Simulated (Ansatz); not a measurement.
The relaxed structure here is a generated cell of AlNi: the first start was made by placing the elements on the sites of a structure type, and the end was not matched to a known phase here, so it may be hypothetical. Known forms of AlNi include space group No. 221.

A relaxed cell of AlNi (P4/nmm (No. 129)), relaxed on a k-mesh at least as fine as the one used below. These are r2SCAN (plane waves to 500 eV, PAW, scalar-relativistic; Ansatz, a first-principles code) values and carry that method's errors. Γ-centred k-mesh 6×11×6 on the run's cell (coarser than for final values), Fermi–Dirac smearing 0.05 eV.

```xyz
8
Lattice="6.1218 0.0000 0.0000 0.0000 3.0609 0.0000 0.0000 0.0000 5.2424" Properties=species:S:1:pos:R:3 pbc="T T T"
Al     1.5305     0.0000     3.4598
Al     4.5914     0.0000     3.4598
Al     0.0000     1.5305     1.7826
Al     3.0609     1.5305     1.7826
Ni     1.5305     0.0000     0.7474
Ni     4.5914     0.0000     0.7474
Ni     0.0000     1.5305     4.4951
Ni     3.0609     1.5305     4.4951
```

The atoms are displaced by (Å):

| atom | ux | uy | uz |
|---|---|---|---|
| Al1 | -0.029 | 0.130 | 0.012 |
| Al2 | 0.017 | -0.045 | 0.028 |
| Al3 | -0.142 | 0.111 | 0.067 |
| Al4 | -0.043 | -0.094 | 0.025 |
| Ni5 | -0.147 | -0.112 | 0.099 |
| Ni6 | 0.047 | 0.125 | -0.003 |
| Ni7 | -0.089 | -0.034 | -0.024 |
| Ni8 | -0.086 | 0.023 | 0.096 |

Task: What forces (eV/Å) and pressure result?

Result: 
```
atom     Fx     Fy     Fz
----  -----  -----  -----
Al1   -0.16  -1.12   0.18
Al2   -1.23   0.54   0.25
Al3    0.58  -1.00   0.03
Al4    0.00   0.75  -0.13
Ni5    0.47   0.93  -0.54
Ni6   -0.55  -0.77  -0.01
Ni7    0.58   0.56   0.55
Ni8    0.30   0.11  -0.34
```

Pressure +1.9 GPa.

Task: Estimate the energy cost of the displacement in the harmonic approximation and compare with the calculation.

Result: For a harmonic well ΔE = −½ Σ F·u = 0.464 eV a cell, or 58 meV/atom. The calculated energy relative to the undisplaced cell is +0.06 eV/atom, so the harmonic estimate holds well.

The undisplaced cell is probably no minimum: from this displacement the run went on to Pmmn (No. 59), 0.02 eV/atom below it.

No spin polarisation in the result: the starting moments vanished. A magnetic state may lie lower.
